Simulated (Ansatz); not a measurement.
## Re: energy along a strain

Re, Fm-3m, a = 3.950 Å (as given, not relaxed at this level: -18.5 GPa). This isn't the element's structure at ambient conditions. Ansatz: PBEsol, PAW, 420 eV, Γ-centred 20×20×20 mesh on 1 atom, Gaussian smearing 0.15 eV; no spin polarisation. Cell vectors (Å): 0.000 1.975 1.975; 1.975 0.000 1.975; 1.975 1.975 0.000. The cell is strained by x per cent times the pattern (0 0 0 0 0 1) in the order xx yy zz yz xz xy (engineering shears), with fractional coordinates held. y is the free energy over the start, V0 = 15.407 Å³/atom. Symmetry makes y even in x. Points with a strain past 8.5 % were computed too (2) and aren't used here.

```tsv
x (%)	y (meV/atom)
-5.00	22.80
0.00	0.00
1.25	1.42
2.50	5.71
3.75	12.85
6.25	35.57
7.50	?
```

Q: Fit y = c2 x² + c4 x⁴ to the other rows, get the stiffness along the pattern, and predict the missing energy.

A: Least squares on the rows shown. y = 0.91485 x² − 0.00010932 x⁴. The clamped-ion stiffness p·C·p = 2 × 9.149 eV × 160.2 / 15.407 Å³ = 190 GPa, which is C66 in these axes (C44 of the cubic crystal) (second derivative at the start, which stands under stress). At x = 7.50 the fit asked for gives 51.11 meV/atom. The run gave 51.19 meV/atom, so the fit is 0.08 meV/atom too low, a small miss on the scale of the series.

Spin–orbit coupling is left out, which can shift energies with elements as heavy as these.